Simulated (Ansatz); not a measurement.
Si₃Ge:
```xyz
4
Lattice="3.8813 0.0000 0.0000 0.0000 3.8813 0.0000 0.0000 0.0000 5.4784" Properties=species:S:1:pos:R:3 pbc="T T T"
Si     1.9406     0.0000     4.1371
Si     0.0000     0.0000     0.0000
Si     0.0000     1.9406     1.3413
Ge     1.9406     1.9406     2.7392
```

Relaxed with PBEsol. Special points in fractions of this cell's reciprocal vectors: Γ (0.000, 0.000, 0.000); X (0.000, 0.500, 0.000); M (0.500, 0.500, 0.000); Z (0.000, 0.000, 0.500); R (0.000, 0.500, 0.500); A (0.500, 0.500, 0.500).

Q: List the band energies nearest the valence-band maximum at these points for DFT-PBEsol in the program Ansatz with PAW potentials.

A: In eV from the valence-band maximum; about four levels below and three above (degenerate sets whole), none deeper than 8.9 eV; points with the same levels are listed once.

```
k                        below           above
-  ---------------------------  --------------
Γ  -2.96 -2.96 -0.05 0.00 0.00  0.52 0.71 2.46
X      -3.87 -3.80 -1.53 -1.27  2.10 2.47 4.60
M      -2.99 -2.93 -2.93 -2.89  0.25 0.70 0.70
Z      -2.08 -2.08 -1.84 -1.84  0.82 1.14 2.99
R      -1.43 -1.28 -1.24 -1.12  0.90 1.36 3.17
A      -3.96 -3.94 -3.94 -3.86  4.11 4.29 4.29
```

Space group P-4m2. The start of the workflow was typed in or built on a structure type; neither database checked (COD, Materials Project) lists it. Its standing as an ambient phase is unchecked. The PBEsol relaxation kept the symmetry of its start; its stability against distortions is not shown here. Scalar-relativistic: spin–orbit coupling is off unless named, which matters more the heavier the elements.

Potentials: the later of the program's two PAW sets.
